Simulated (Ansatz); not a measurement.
Here is the system:

BeS:
```cif
data_BeS
_chemical_formula_sum 'S1 Be1'
_space_group_name_H-M_alt 'P 1'
_space_group_IT_number 1
_cell_length_a 3.44781
_cell_length_b 3.44781
_cell_length_c 3.44781
_cell_angle_alpha 60.000
_cell_angle_beta 60.000
_cell_angle_gamma 60.000
loop_
_space_group_symop_operation_xyz
  'x, y, z'
loop_
_atom_site_label
_atom_site_type_symbol
_atom_site_fract_x
_atom_site_fract_y
_atom_site_fract_z
_atom_site_occupancy
S1 S 0.75000 0.75000 0.75000 1
Be1 Be 0.00000 0.00000 0.00000 1
```

This is the PBE-relaxed structure.

Q: All from plane-wave PAW PBE (Ansatz code), unless another level is named. Give the Poisson's ratio.

A: 0.21.

Q: And the zero-point energy?

A: 74.0 meV/atom.

Space group F-43m (zinc blende). The cell was relaxed with PBE under the symmetry of its start; phonons on a q-mesh show no instability.

Potentials: the later of the program's two PAW sets.
